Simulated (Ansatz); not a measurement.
Starting cell, Bi (A7 type, space group R-3m):

```xyz
2
Lattice="2.2666 1.3086 3.8846 -2.2666 1.3086 3.8846 0.0000 -2.6173 3.8846" Properties=species:S:1:pos:R:3 pbc="T T T"
Bi     0.0000     0.0000     2.7641
Bi     0.0000     0.0000     8.8896
```

In each cell atom 1 (Bi, nearest neighbour Bi at 3.091 Å; its periodic images, 4.5 Å or more away, move with it) moves by s·(-0.733, 0.423, -0.532) (towards the nearest neighbour), the rest being held.

Method: PBE-D3(BJ) (plane waves to 420 eV, PAW, scalar-relativistic; Ansatz, a quantum-chemistry and plane-wave program). k mesh 10×10×10 (Γ-centred), Fermi-Dirac smearing 0.05 eV. The energy includes the smearing's −TS. With partly filled bands, energies and forces of such displacements shift with the k mesh and the smearing. Bi was relaxed with its symmetry unable to fall. Spin-orbit coupling is left out, though Bi is heavy. The zero of ΔE is the undisplaced structure. The last digit holds for this mesh only.

```json
[
 {"s (Å)": "-0.620", "ΔE (meV/cell)": "208.1"},
 {"s (Å)": "-0.496", "ΔE (meV/cell)": "withheld"},
 {"s (Å)": "-0.372", "ΔE (meV/cell)": "33.2"},
 {"s (Å)": "-0.248", "ΔE (meV/cell)": "20.6"},
 {"s (Å)": "-0.124", "ΔE (meV/cell)": "11.2"},
 {"s (Å)": "0.000", "ΔE (meV/cell)": "0.0"},
 {"s (Å)": "0.124", "ΔE (meV/cell)": "23.3"},
 {"s (Å)": "0.248", "ΔE (meV/cell)": "122.0"},
 {"s (Å)": "0.372", "ΔE (meV/cell)": "339.3"},
 {"s (Å)": "0.496", "ΔE (meV/cell)": "737.9"},
 {"s (Å)": "0.620", "ΔE (meV/cell)": "1406.9"}
]
```

Q: Fit a polynomial form (powers 2, 3, 4) to the given rows and predict ΔE at s = -0.496.

A: Least squares on the 10 given rows: ΔE = (975.9)·s² + (2548)·s³ + (2934)·s⁴, in meV/cell with s in Å; root-mean-square residual 12.28 meV/cell. At -0.496 the fit gives 106.7 meV/cell; the calculation gives 84.0 meV/cell, so the interpolation is off by 22.7 (+27.0 %). The quadratic term alone would give 240.1 meV/cell.

(A displaced cell: forces are minus the slopes of the energy, force constants its curvatures, and phonons follow from these.)
